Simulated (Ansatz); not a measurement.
Sn$_{4}$Pt (space group Ccce)

```xyz
10
Lattice="3.1874 -5.6568 0.0000 3.1874 5.6568 0.0000 0.0000 0.0000 6.3501" Properties=species:S:1:pos:R:3 pbc="T T T"
Sn     5.3159    -1.4307     1.0549
Sn     1.0588     1.4307     1.0549
Sn     5.3159     1.4307     5.2952
Sn     1.0588    -1.4307     5.2952
Sn     4.2462     1.4307     2.1201
Sn     2.1286    -1.4307     2.1201
Sn     4.2462    -1.4307     4.2300
Sn     2.1286     1.4307     4.2300
Pt     3.1874     0.0000     0.0000
Pt     0.0000     0.0000     3.1751
```

The slice is a (130) plane (indices of the conventional cell) through the point (0.040, 0.293, 0.166) (fractional), spanned by u = [001] and v = [210] in vectors of this cell: u (6.35 Å) and v (11.11 Å, at 90° to u). It covers one period; positions are fractions (u, v).

All values below come from LDA (plane waves to 420 eV, PAW, scalar-relativistic; Ansatz, a first-principles code). k mesh 9×9×8. Inside the PAW spheres the values are not all-electron values, and peaks at nuclei hang on which shells count as valence. Sn4Pt is run without spin polarisation. Sn4Pt was relaxed with its symmetry unable to fall. Spin-orbit coupling is left out, though Pt is heavy.

Q: Predict the map of the valence electron density on the slice.

A: 
```
|@%+-:..::::...:-+%|
|*+=:..........:-=+|
|--:..    ..:::::--|
|:...     .::-:::::|
|....     .:---:...|
| ....    .:---:.  |
|..:::.   .::-::.  |
|.::::..  .::::..  |
|.::-::.  .::-::.  |
|.::::..  .:---:.  |
|..::..  .:-=+=-:. |
|.....   .:-+++-:..|
|.....   .:-=+=-::.|
|-::.......:----::-|
|+=-:......:::::--=|
|##=-:::::::...:-+#|
|@%+-:::::::...:-+%|
|%#+-:::----:..:-+#|
|*+=::::-===-:.::=+|
|=-::..:-=+=-::::--|
|-:....:-===-::----|
|-:.....:------=++=|
|-:.......:::-+#%#+|
|=::.......::=*%@%*|
|=::.......::=#%@%#|
|-:......:::-=+#%#*|
|-:....::-=---=+*+=|
|-:....:=+*+=------|
|--:...-=*#*=-:::--|
|*+=:::-=*#*=::::=+|
|@%+-:::-+++-:.:-+%|
|@%*-::::---:..:-*%|
```
Scale: ten equal steps from -1.34 (start of ' ') to 1.22 (end of '@'), in the order ' .:-=+*#%@'. Values: log₁₀ of the valence density in e/Å³. The map has 18 points along u (one character each, u = 0 at the left) and 32 along v (v = 0 in the bottom row). The scale is logarithmic, as a density can span decades between atoms and voids.
